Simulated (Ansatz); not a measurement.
One structure type, 3 elements: NaZnInS3O12, NaYZnS3O12, NaLaZnS3O12

Computed with Ansatz: DFT, PBE, plane waves and PAW, scalar-relativistic, 420 eV cutoff. The cells come from the Materials Project (computed, not necessarily observed phases), with the atoms as given. Forces reach 0.5 eV/Å in them. Spin–orbit coupling is left out, which moves gradients at and beside heavy atoms (La) by some per cent and at some sites by far more. All compounds take space group R3c with the same Wyckoff sites and nearly the same cell shape, and differ in the element M (In, Y, La). Sites are named by their Wyckoff letter. V_zz in 10²¹ V/m².

```tsv
M	compound	source	cell edges (Å)	first shell of Zn on a	Zn on a: V_zz (η)	S on b: V_zz (η)	M on a: V_zz (η)
In	NaZnInS3O12	MP	8.762, 23.081	6 O at 2.07–2.14 Å	0.074 (0.00)	-1.70 (0.29)	0.23 (0.00)
Y	NaYZnS3O12	MP	8.954, 23.646	6 O at 2.12–2.20 Å	-0.050 (0.00)	-1.14 (0.16)	-0.26 (0.00)
La	NaLaZnS3O12	MP	9.122, 24.281	6 O at 2.17–2.27 Å	?	?	?
```

Problem. Estimate the values withheld for NaLaZnS3O12.

Solution. Zn on a: -0.46 (0.00); S on b: -0.85 (0.30); La on a: 0.85 (0.00).
